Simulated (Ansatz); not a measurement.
Level of theory: Ansatz 0.2.0, DFT PBE, scalar-relativistic, plane waves, PAW. All cells share a 420 eV cutoff and Γ-centred k meshes spaced at most about 0.3 Å⁻¹ (about 0.25 or finer for metals, 2π included). No spin polarisation in the final relaxations.

All energies are static (0 K, no zero-point motion). All come from trial cells, and lower structures may exist.

Question: Order these relaxed structures of Hf2Ge3Ru by energy, lowest first, with the energy over the lowest of them.
A.

Space group P-4m2 (No. 115). a = 3.542 Å, b = 3.542 Å, c = 8.876 Å, α = 90.00°, β = 90.00°, γ = 90.00°
```csv
atom,site,symmetry,x,y,z
Hf,2g,2mm.,0.0000,0.5000,0.7545
Ge,1b,-4m2,0.5000,0.5000,0.0000
Ge,2g,2mm.,0.0000,0.5000,0.4237
Ru,1a,-4m2,0.0000,0.0000,0.0000
```

B.

Space group P4/mmm (No. 123). a = 3.080 Å, b = 3.080 Å, c = 10.723 Å, α = 90.00°, β = 90.00°, γ = 90.00°
```
atom  site  symmetry       x       y       z
  Hf    2g       4mm  0.0000  0.0000  0.3153
  Ge    2h       4mm  0.5000  0.5000  0.1378
  Ge    1d     4/mmm  0.5000  0.5000  0.5000
  Ru    1a     4/mmm  0.0000  0.0000  0.0000
```

Answer: B (0 meV/atom), A (148 meV/atom). Forms: B P4/mmm; A P-4m2. Counting Ge atoms around Hf and Ru (those within 1.25 times the shortest such distance or 1.15 times the sum of covalent radii): B has Hf 8, Ru 8; A has Hf 7, Ru 4.

These runs have no spin–orbit coupling, which can matter for Hf. Cells relaxed within their symmetry can be saddle points. Some candidate types were left out of the draw beforehand, so a known form may be missing.
